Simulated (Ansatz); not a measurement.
System: InSb (zinc blende type), 2 atoms in the cell.

Level of theory: HSE06, plane waves, PAW datasets (generated soft set 1) in Ansatz.

Cutoff 420 eV; exchange singularity: regularized; k-mesh 6×6×6 Γ-centred; Fermi–Dirac smearing of 0.02 eV; no spin polarisation; no spin–orbit coupling.

```xyz
2
Lattice="0.0000 3.3200 3.3200 3.3200 0.0000 3.3200 3.3200 3.3200 0.0000" Properties=species:S:1:pos:R:3 pbc="T T T"
In    0.0000    0.0000    0.0000
Sb    1.6600    1.6600    1.6600
```

(1) What pressure does the calculation give?

Answers

(1) The pressure is -1.59 GPa, so at these settings the cell is stretched and would shrink.

The stress includes the program's correction for the finite plane-wave basis.

The k-mesh is modest, so these values aren't fully converged in k.
